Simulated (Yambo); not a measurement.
G0W0@LDA for AlPO4 (space group P2_1, No. 4) in Yambo. Reference settings: 2×1×2 Γ-centred k mesh, 264 bands and a 7 Ry block in the screening, 264 bands in G with the Bruneval-Gonze terminator, plasmon pole fitted at 27.2 eV. The LDA gap Γ → Γ on this mesh is 5.52 eV; G0W0 gaps are taken between the same points.

With and without the terminator, as bands are cut:

```csv
bands in G (in W),"gap, terminator (eV)","gap, none (eV)","valence shift, terminator (eV)","valence shift, none (eV)"
101 (264),8.737,8.413,-1.821,-1.229
171 (264),8.724,8.513,-1.837,-1.476
264 (264),8.729,8.615,-1.843,-1.635
```

Over this range the gap spans 0.013 eV with the terminator and 0.202 eV without, the valence shift 0.022 eV and 0.406 eV. Neither column has reached its limit for certain.

Geometry of the Materials Project entry, not relaxed at this level; primitive cell a = 4.9820 Å, b = 8.2713 Å, c = 5.0611 Å, α = γ = 90.00°, β = 118.56°.

A shift is the quasiparticle energy of the state minus its LDA energy.
